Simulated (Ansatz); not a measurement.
An Ansatz input:

```yaml
crystal:
  lattice:
    - [-4.2060508635, 4.2066580688, 1.7423711018]
    - [4.2066580688, -4.2060508635, 1.7423711018]
    - [2.2742027565, 2.2742027565, -1.7412590043]
  atoms:
    - { symbol: Yb, position: [4.1093e-06, 0.9999958907, 1.0] }
    - { symbol: Yb, position: [0.7499958907, 0.2500041093, 0.5] }
hamiltonian:
  xc: r2scan
  pseudopotentials:
    kind: paw
    azcp:
      Yb: "pseudopotentials/Yb.paw.azcp"
basis:
  ecutwfc: 500
  fft_grid_basis: typed
kpoints:
  mp_grid: { grid: [12, 12, 11], shift: [0, 0, 0] }
magnetization:
  spin_polarized: false
scf:
  occupations: { method: fermi_dirac, width: 0.1 }
  lower_state_search: "off"
output:
  stress: true
  write_density: true
  write_potential: true
  elf: true
  volumetric_format: npy
```

and its output:

```
band count auto-derived: 30, from the close of a first SCF at 29 (N_el = 48.0; filled up to band 24; 29 by the electrons, moments and atoms)
Engine: ansatz 0.2.0, x86_64-unknown-linux-gnu
Pseudopotentials: kind: paw
Pseudopotential: Yb, paw, valence charge 24, recommended cutoff 500 eV (meta_gga) 
Functional definition: r2SCAN
  parameter k0 = 0.174
  parameter k1 = 0.065
  parameter a1 = 4.9479
  exchange = r2scan_x(k0 = k0, k1 = k1, a1 = a1)
  correlation = r2scan_c
Crystal: 2 atoms, lattice volume = 66.680 Å³
Basis set: ecut = 500 eV, 1725 PW (Γ), exchange–correlation on 192×192×108 points (64 copies of the dense FFT grid, shifted against one another)
Bands: 29, of which v1, the nominal top of the filled ones, is band 24 counted from 1 (23 counted from 0)
Symmetry: 4 space group operations
Space group: C2/c (ITA 15), of the structure as read, at distance tolerance 4.1e-5 Å
k-points: 433 of 1584
Non-local potential: Yb, projectors of the file, l = 0: 3, l = 1: 2, l = 2: 2, l = 3: 3
PAW form: soft (Blöchl's): semilocal exchange-correlation on the pseudo side does not see the compensation charge
PAW frozen core: Yb, regenerated for the run's functional (the file was generated under x = pbe(κ = 0.804, μ = 0.2195149727645171), c = pbe(β = 0.06672455060314922))
PAW one-centre angular grid: Yb, 2702 points (default); XC on 160 Gauss nodes
Initial density: superposition of atomic densities (neutral atoms: chi_scale 0, normalization atom), corrected by the library's trained network
Initial wavefunctions: pseudopotential atomic-orbital guess
Functional: x = r2scan, c = r2scan; τ floored in thin density (d = 2e-4 eV/Å³)
SCF iter   1: F=-27610.228182 eV  HF=-27611.775720 eV  |F-HF|=1.55e0  |Δ(HF+E_count)|=         —  Δρ=4.00e-2  dr2=8.98e-1  dr2_τ=3.34e-3  ethr=1.77e-3  ⟨swp⟩=5.4  Hψ=49632  notcnv=0
SCF iter   2: F=-27543.425056 eV  HF=-27614.381436 eV  |F-HF|=7.10e1  |Δ(HF+E_count)|=    2.61e0  Δρ=3.01e-1  dr2=4.81e1  dr2_τ=7.63e-2  ethr=1.77e-3  ⟨swp⟩=4.5  Hψ=37496  notcnv=0  defer=8  recentre
SCF iter   3: F=-27610.991346 eV  HF=-27611.722306 eV  |F-HF|=7.31e-1  |Δ(HF+E_count)|=    2.66e0  Δρ=2.72e-2  dr2=4.23e-1  dr2_τ=1.19e-3  ethr=1.77e-3  ⟨swp⟩=3.0  Hψ=30323  notcnv=0
SCF iter   4: F=-27611.674395 eV  HF=-27611.672484 eV  |F-HF|=1.91e-3  |Δ(HF+E_count)|=   4.98e-2  Δρ=3.82e-3  dr2=7.02e-3  dr2_τ=8.92e-4  ethr=8.80e-4  ⟨swp⟩=2.0  Hψ=25899  notcnv=0
SCF iter   5: F=-27611.512776 eV  HF=-27611.688307 eV  |F-HF|=1.76e-1  |Δ(HF+E_count)|=   1.58e-2  Δρ=1.28e-2  dr2=9.26e-2  dr2_τ=6.68e-4  ethr=1.46e-5  ⟨swp⟩=2.0  Hψ=25966  notcnv=0
SCF iter   6: F=-27611.615660 eV  HF=-27611.681032 eV  |F-HF|=6.54e-2  |Δ(HF+E_count)|=   7.28e-3  Δρ=1.03e-2  dr2=5.83e-2  dr2_τ=1.12e-5  ethr=1.46e-5  ⟨swp⟩=2.0  Hψ=27560  notcnv=0
SCF iter   7: F=-27611.590423 eV  HF=-27611.682204 eV  |F-HF|=9.18e-2  |Δ(HF+E_count)|=   1.17e-3  Δρ=1.16e-2  dr2=7.28e-2  dr2_τ=2.60e-5  ethr=1.46e-5  ⟨swp⟩=1.0  Hψ=16945  notcnv=0
SCF iter   8: F=-27611.633409 eV  HF=-27611.679557 eV  |F-HF|=4.61e-2  |Δ(HF+E_count)|=   2.65e-3  Δρ=8.31e-3  dr2=3.74e-2  dr2_τ=9.51e-6  ethr=1.46e-5  ⟨swp⟩=1.0  Hψ=14289  notcnv=0
Error: SIGTERM received: cancelled by the caller after 8 completed SCF iterations
```

The calculation hadn't finished when its time ran out.
